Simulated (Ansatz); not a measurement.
MgF2:
```xyz
6
Lattice="4.6980 0.0000 0.0000 0.0000 4.6980 0.0000 0.0000 0.0000 3.0927" Properties=species:S:1:pos:R:3 pbc="T T T"
Mg     0.0000     0.0000     0.0000
Mg     2.3490     2.3490     1.5463
F      1.4262     1.4262     0.0000
F      0.9228     3.7752     1.5463
F      3.2718     3.2718     0.0000
F      3.7752     0.9228     1.5463
```

Relaxed with PBE. DFT-PBE in the program Ansatz with PAW potentials gives a gap of 6.84 eV.

Q: What gap does HSE06 give on the same cell (Ansatz, PAW)?

A: 9.13 eV, 2.29 eV more. The hybrid was solved on a coarser mesh and at special points; its gap is the smallest among all of these.

```csv
k,v1 PBE,c1 PBE,v1 HSE06,c1 HSE06
Γ,0.00,6.84,0.00,9.13
Z,-0.80,11.50,?,?
M,-0.72,10.79,?,?
A,-0.46,12.86,?,?
R,-0.62,12.44,-0.64,14.88
X,-0.36,9.19,?,?
```

Q: Top valence (v1) and lowest conduction level (c1) in eV from each method's valence maximum (which need not be a listed point): supply the withheld HSE06 values.

A: 
- M, v1 HSE06: -0.76
- M, c1 HSE06: 13.28
- Z, v1 HSE06: -0.83
- Z, c1 HSE06: 13.95
- X, v1 HSE06: -0.36
- X, c1 HSE06: 11.54
- A, v1 HSE06: -0.46
- A, c1 HSE06: 15.41

Cost on shared cores: the PBE run (SCF on a 6×6×9 mesh, then bands and DOS) around 30 core-seconds (rough), the HSE06 run (SCF on 4×4×5, then a few points) roughly 2.2 core-minutes; the tasks are unlike.

Space group P4_2/mnm (rutile). The PBE relaxation kept the symmetry of its start.

Potentials: the later of the program's two PAW sets.
